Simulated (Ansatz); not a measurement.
NMR crystallography of AlN with Ge replacing N: given against relaxed positions

Start: a supercell of AlN (wurtzite type, P6_3mc) built from a COD entry (the entry's cell lengths or inner coordinates differ somewhat from later room-temperature determinations), with all atoms left at the host's positions.

```
Al Ge N
1.0
     9.33900    0.00000    0.00000
    -3.11300    5.39187    0.00000
     0.00000    0.00000    9.96200
Al Ge N
24 1 23
Direct
  0.11111 0.33333 0.00000
  0.11111 0.33333 0.50000
  0.11111 0.83333 0.00000
  0.11111 0.83333 0.50000
  0.44444 0.33333 0.00000
  0.44444 0.33333 0.50000
  0.44444 0.83333 0.00000
  0.44444 0.83333 0.50000
  0.77778 0.33333 0.00000
  0.77778 0.33333 0.50000
  0.77778 0.83333 0.00000
  0.77778 0.83333 0.50000
  0.22222 0.16667 0.25000
  0.22222 0.16667 0.75000
  0.22222 0.66667 0.25000
  0.22222 0.66667 0.75000
  0.55556 0.16667 0.25000
  0.55556 0.16667 0.75000
  0.55556 0.66667 0.25000
  0.55556 0.66667 0.75000
  0.88889 0.16667 0.25000
  0.88889 0.16667 0.75000
  0.88889 0.66667 0.25000
  0.88889 0.66667 0.75000
  0.11111 0.33333 0.19000
  0.11111 0.33333 0.69000
  0.11111 0.83333 0.19000
  0.11111 0.83333 0.69000
  0.44444 0.33333 0.19000
  0.44444 0.33333 0.69000
  0.44444 0.83333 0.19000
  0.44444 0.83333 0.69000
  0.77778 0.33333 0.19000
  0.77778 0.33333 0.69000
  0.77778 0.83333 0.19000
  0.77778 0.83333 0.69000
  0.22222 0.16667 0.44000
  0.22222 0.16667 0.94000
  0.22222 0.66667 0.44000
  0.22222 0.66667 0.94000
  0.55556 0.16667 0.44000
  0.55556 0.16667 0.94000
  0.55556 0.66667 0.44000
  0.55556 0.66667 0.94000
  0.88889 0.16667 0.44000
  0.88889 0.16667 0.94000
  0.88889 0.66667 0.44000
  0.88889 0.66667 0.94000
```

Atoms are numbered from 1 in the order listed; like atoms form one site, named after its first atom.

Computed with Ansatz: DFT, PBE, plane waves and PAW, scalar-relativistic, 420 eV cutoff, Γ-centred 3×4×2 k-points, Fermi–Dirac smearing 0.01 eV, cell charge -1.

The largest force at the start is 9.7 eV/Å. Relaxing the ions at fixed cell moves them by 0.374 Å at most (atom 1, Al) and 0.120 Å rms.

| site | atom | moved (Å) | first shell before | first shell after | V_zz before (10²¹ V/m²) | η before |
| --- | --- | --- | --- | --- | --- | --- |
| Al1 | 1 | 0.374 | 1 Ge at 1.89 Å, 3 N at 1.89 Å | 3 N at 1.89–1.90 Å | -4.23 | 0.01 |
| Al5 | 5 | 0.027 | 4 N at 1.89 Å | 4 N at 1.89–1.90 Å | -0.17 | 0.41 |
| Al7 | 7 | 0.018 | 4 N at 1.89 Å | 4 N at 1.89–1.91 Å | -0.18 | 0.41 |
| Al11 | 11 | 0.034 | 4 N at 1.89 Å | 4 N at 1.90–1.91 Å | -0.15 | 0.73 |
| Al13 | 13 | 0.236 | 3 N at 1.89 Å, 1 Ge at 1.89 Å | 3 N at 1.84–1.90 Å | -4.36 | 0.18 |
| Al15 | 15 | 0.253 | 3 N at 1.89 Å, 1 Ge at 1.89 Å | 3 N at 1.85–1.90 Å | -4.37 | 0.18 |
| Al17 | 17 | 0.055 | 4 N at 1.89 Å | 4 N at 1.82–1.90 Å | 0.56 | 0.44 |
| Al19 | 19 | 0.091 | 4 N at 1.89 Å | 4 N at 1.86–1.91 Å | 0.50 | 0.35 |
| Al21 | 21 | 0.335 | 3 N at 1.89 Å, 1 Ge at 1.89 Å | 3 N at 1.88–1.90 Å | -4.45 | 0.12 |
| Al22 | 22 | 0.120 | 4 N at 1.89 Å | 4 N at 1.87–1.90 Å | -0.17 | 0.02 |
| Al23 | 23 | 0.052 | 4 N at 1.89 Å | 4 N at 1.89–1.91 Å | 0.49 | 0.41 |
| Ge | 25 | 0.072 | 4 Al at 1.89 Å | 4 Al at 2.17–2.23 Å | 1.79 | 0.75 |
| N33 | 33 | 0.064 | 4 Al at 1.89 Å | 4 Al at 1.82–1.89 Å | -0.92 | 0.26 |
| N37 | 37 | 0.146 | 4 Al at 1.89 Å | 4 Al at 1.85–1.90 Å | -0.83 | 0.16 |
| N38 | 38 | 0.150 | 4 Al at 1.89 Å | 4 Al at 1.86–1.90 Å | -0.84 | 0.16 |
| N40 | 40 | 0.149 | 4 Al at 1.89 Å | 4 Al at 1.87–1.90 Å | -0.84 | 0.17 |

(1) What are V_zz and η after the relaxation?

Results:

(1) 

| site | atom | V_zz after | η after | change of V_zz |
| --- | --- | --- | --- | --- |
| Al1 | 1 | 0.58 | 0.30 | +4.81 |
| Al5 | 5 | 0.74 | 0.63 | – |
| Al7 | 7 | 0.91 | 0.58 | – |
| Al11 | 11 | 0.86 | 0.93 | – |
| Al13 | 13 | -1.32 | 0.92 | +3.04 |
| Al15 | 15 | -1.24 | 0.98 | +3.13 |
| Al17 | 17 | 1.60 | 0.31 | +1.04 |
| Al19 | 19 | 1.25 | 0.82 | +0.75 |
| Al21 | 21 | 0.95 | 0.60 | – |
| Al22 | 22 | 0.72 | 0.49 | – |
| Al23 | 23 | -1.10 | 0.76 | – |
| Ge | 25 | 5.79 | 0.84 | +4.00 |
| N33 | 33 | -2.32 | 0.31 | -1.40 |
| N37 | 37 | -1.13 | 0.57 | -0.30 |
| N38 | 38 | -1.84 | 0.61 | -1.00 |
| N40 | 40 | -1.84 | 0.63 | -1.00 |

The largest change of V_zz along a kept axis is on Al1, from -4.23 to 0.58. Small gradients that grow severalfold: Al2 (0.42 to 2.24). Where |V_zz| stays above 0.1 and the axes keep their order, η moves most on Al15, from 0.18 to 0.98. On N40, N38, Al17, Al19, N26, N34, Al18 (not all in the table) V_xx and V_yy change places (or their axes turn by over 50°), so the two values of η hide a larger change. V_zz changes sign on Al1 (axis turned by 17°), N26 (same axis), Al18 (axis turned by 17°) (not all in the table). On Al21, Al23, Al7, Al22, Al5, Al11, Al4, Al12 and 13 more sites (not all in the table) the largest principal value lies along another axis in the second run, so the two V_zz can't be compared directly. The table leaves out 32 of the 48 sites, with |V_zz| up to 3.79; their tensors move by 2.00 at most along any direction. The statements above cover all sites. The host's own positions weren't relaxed first, so part of the change far from the defect can be the host's relaxation.

The defect repeats with the cell of 48 atoms, so it feels its images: sites between two images don't show the values beside a lone defect, and zeros or small values of η there can come from the images' arrangement. Al and N carry a gradient in the pure host already, so the values there aren't the defect's effect alone. A uniform background compensates the cell's charge.
Before: The cell keeps the host's lattice, where the PBE pressure is 13 GPa (in a charged cell this depends on the convention for the mean potential). The neighbours have not yet relaxed around the defect (largest force 9.7 eV/Å), so the values at and beside it are those of a strained start, not of the defect in a real crystal.
After: The cell keeps the host's lattice, where the PBE pressure is 10 GPa (in a charged cell this depends on the convention for the mean potential).
